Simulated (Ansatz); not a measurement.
SiC (zinc blende)

```yaml
crystal:
  lattice:
    - [0.00000, 2.18988, 2.18988]
    - [2.18988, 0.00000, 2.18988]
    - [2.18988, 2.18988, 0.00000]
  atoms:
    - { symbol: C, position: [0.75000, 0.75000, 0.75000] }
    - { symbol: Si, position: [0.00000, 0.00000, 0.00000] }
```

Equation-of-state scan: isotropic scaling of the cell above, V₀ being its volume. Symmetry pins the atoms to their sites.

Method: PBE (plane waves to 420 eV, PAW, scalar-relativistic; Ansatz, a quantum-chemistry and plane-wave program). k mesh 13×13×13 (Γ-centred), Fermi-Dirac smearing 0.05 eV. The energy includes the smearing's −TS. Compression counts positive. SiC was relaxed with its symmetry unable to fall. ΔE is measured from the relaxed starting cell.

```csv
V (Å³/atom),ΔE (meV/atom)
9.452,82.7
9.662,51.1
9.872,withheld
10.082,11.9
10.292,2.9
10.502,0.0
10.712,2.7
10.922,10.5
11.132,22.8
11.342,39.3
11.552,59.5
```

Fit a third-order Birch-Murnaghan form (E₀, V₀, B₀, B₀′ free) to the given rows and predict ΔE at V = 9.872.

Least squares on the 10 given rows: ΔE = E₀ + (9V₀B₀/16)·y²·[2 + (B₀′ − 4)y], y = (V₀/V)^(2/3) − 1, with V₀ = 10.502 Å³/atom, B₀ = 212.5 GPa (160.2 GPa = 1 eV/Å³; the term in eV is multiplied by 1000), B₀′ = 3.94, E₀ = 0.02 meV/atom; root-mean-square residual 0.03 meV/atom. At 9.872 the fit gives 27.8 meV/atom; the calculation gives 27.7 meV/atom, so the interpolation is off by 0.1 (+0.4 %). For the pressure the fit gives 14.9 GPa against the computed 14.8 GPa.

(Under strain, the slope of the energy per volume gives the stress and its curvature an elastic modulus.)
